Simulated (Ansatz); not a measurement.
Total density of states per atom from DFT-r²SCAN in the program Ansatz with PAW potentials, in 0.25 eV bins, energy from the valence-band maximum:

```
E (eV) | states/eV/atom
    -7.85 | ##### 0.25
    -7.60 | ###### 0.31
    -7.35 | ###### 0.33
    -7.10 | ### 0.16
    -6.85 | #### 0.19
    -6.60 | ######### 0.46
    -6.35 | ############## 0.74
    -6.10 | ################### 0.98
    -5.85 | #### 0.23
    -5.60 |  0.00
    -5.35 |  0.00
    -5.10 |  0.00
    -4.85 |  0.00
    -4.60 |  0.00
    -4.35 |  0.00
    -4.10 |  0.00
    -3.85 |  0.01
    -3.60 | ################ 0.82
    -3.35 | ######### 0.45
    -3.10 | ########### 0.57
    -2.85 | ########## 0.52
    -2.60 | ######## 0.43
    -2.35 | ############## 0.75
    -2.10 | ############### 0.76
    -1.85 | ########## 0.54
    -1.60 | ########### 0.59
    -1.35 | ################# 0.91
    -1.10 | ############## 0.73
    -0.85 | ############# 0.66
    -0.60 | ##### 0.27
    -0.35 | ##################### 1.10
    -0.10 | ############################## 1.57
     0.15 |  0.00
     0.40 |  0.00
     0.65 |  0.00
     0.90 |  0.00
     1.15 |  0.00
     1.40 |  0.00
     1.65 |  0.00
     1.90 |  0.00
     2.15 |  0.00
     2.40 |  0.00
     2.65 |  0.00
     2.90 |  0.00
     3.15 |  0.00
     3.40 |  0.00
     3.65 |  0.00
     3.90 |  0.00
     4.15 |  0.00
     4.40 |  0.00
     4.65 |  0.00
     4.90 |  0.00
     5.15 |  0.00
     5.40 |  0.00
     5.65 |  0.00
     5.90 |  0.00
     6.15 |  0.00
     6.40 |  0.00
     6.65 |  0.00
     6.90 |  0.00
     7.15 |  0.00
     7.40 |  0.00
     7.65 |  0.00
     7.90 |  0.00
     8.15 |  0.00
     8.40 |  0.01
     8.65 |  0.02
     8.90 | # 0.03
     9.15 | # 0.05
     9.40 | # 0.07
     9.65 | ### 0.14
     9.90 | ##### 0.28
    10.15 | ######### 0.47
    10.40 | ########## 0.51
    10.65 | ################ 0.86
    10.90 | ############# 0.70
    11.15 | ############### 0.78
    11.40 | ######## 0.43
    11.65 | ############# 0.66
    11.90 | ##### 0.28
```

Which of these materials gives this?
(A) BPO4, I-4 (B on 2d, P on 2a, O on 8g)
(B) HfSiO4, I4_1/amd (Hf on 4a, Si on 4b, O on 16h)
(C) CdGa2Te4, I-4 (Cd on 2a, Ga on 2d, Ga on 2b, Te on 8g)
(D) ZnGa2Te4, I-4 (Zn on 2a, Ga on 2b, Ga on 2d, Te on 8g)

A, BPO4, I-4 (B on 2d, P on 2a, O on 8g). Top 1 eV of the valence band: O 2p 96 %. Bottom 1 eV of the conduction band: P 3s 25 %, O 2s 20 %, B 2s 15 %, B 2p 9 %, O 2p 7 %, P 3p 5 %, outside the projected shells 19 %. Projections are on Löwdin-orthogonalised atomic valence shells; empty p or d shells of many metals are not among them.

The workflow started from a Materials Project entry (that database holds measured and hypothetical structures alike); the Crystallography Open Database files this formula in space group No. 82, but the cells were not matched. Whether it is the stable phase at ambient conditions was not checked. Symmetry was held in the r²SCAN relaxation; whether a distortion lowers the energy is not shown.

Potentials: the earlier of the program's two PAW sets.
